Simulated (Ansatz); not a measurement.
## In4SbAs3 (ordering on wurtzite): the band gap by level of theory

All numbers come from Ansatz. All values are calculated for a non-magnetic cell, which may be hypothetical.

The cell is In4SbAs3, ordered on the wurtzite lattice (P3m1) with 8 atoms a cell; cell and atoms were relaxed with r2SCAN. Space group P3m1 (No. 156), trigonal; a = 4.390 Å, c = 14.456 Å in the conventional setting, 30.16 Å³ an atom. As is surrounded by 4 In at 2.66–2.67 Å; As is surrounded by 4 In at 2.64–2.67 Å; Sb is surrounded by 4 In at 2.77–2.84 Å; In is surrounded by 4 As at 2.66–2.67 Å; In is surrounded by 1 As at 2.64 Å and 3 Sb at 2.77 Å; In is surrounded by 3 As at 2.67 Å and 1 Sb at 2.84 Å.

```xyz
8
Lattice="4.3900 0.0000 0.0000 -2.1950 3.8018 0.0000 0.0000 0.0000 14.4561" Properties=species:S:1:pos:R:3 pbc="T T T"
As    2.1950    1.2673   -0.1016
As    2.1950    1.2673    7.3353
As    0.0000    2.5346   10.8432
Sb    0.0000    2.5346    3.5858
In    2.1950    1.2673   11.6946
In    2.1950    1.2673    4.6916
In    0.0000    2.5346    8.1855
In    0.0000    2.5346    0.7476
```

Relaxed lattice by functional, symmetry kept:
```tsv
functional	k mesh	a (Å)	c (Å)	volume (Å³/atom)
PBE	6×6×2	4.447	14.617	31.29
r2SCAN	6×6×2	4.390	14.456	30.16
```

Gaps on the r2SCAN cell, each the least over its mesh and the special points:

| level | k mesh | gap (eV) | kind | edges | least direct gap (eV) | rough cost |
| --- | --- | --- | --- | --- | --- | --- |
| PBE | 6×6×2 | none (overlap 0.01) | – | – | – | 2.6 core-minutes |
| PBE+SOC | 6×6×2 | 0.02 | indirect | A → Γ | 0.07 | 10 core-minutes |
| r2SCAN | 6×6×2 | 0 | – | – | – | 110 core-seconds |

All runs use a smearing of 0.02 eV.
Wave cutoffs: 420 eV, 500 eV (r2SCAN).
Costs come from shared machines and give only the order; PBE's includes the band path. The runs had 4 threads of Arm Neoverse N1, with other jobs on the host.

r2SCAN gives a gap of zero: filled and empty bands touch at Γ. The PBE+SOC gap is indirect, 0.02 eV (A to Γ), below the direct gap of 0.07 eV at A. (With 0.02 eV of smearing so small a gap leaves both edges partly filled, and it could close between the points sampled.) With so small a gap spin-orbit coupling can invert the bands, which the size of the gap doesn't show: the edges may have crossed and parted again.

The levels disagree on the kind of gap: indirect with PBE+SOC; zero gap with r2SCAN; no gap with PBE.

Only the levels marked +SOC include spin-orbit coupling.
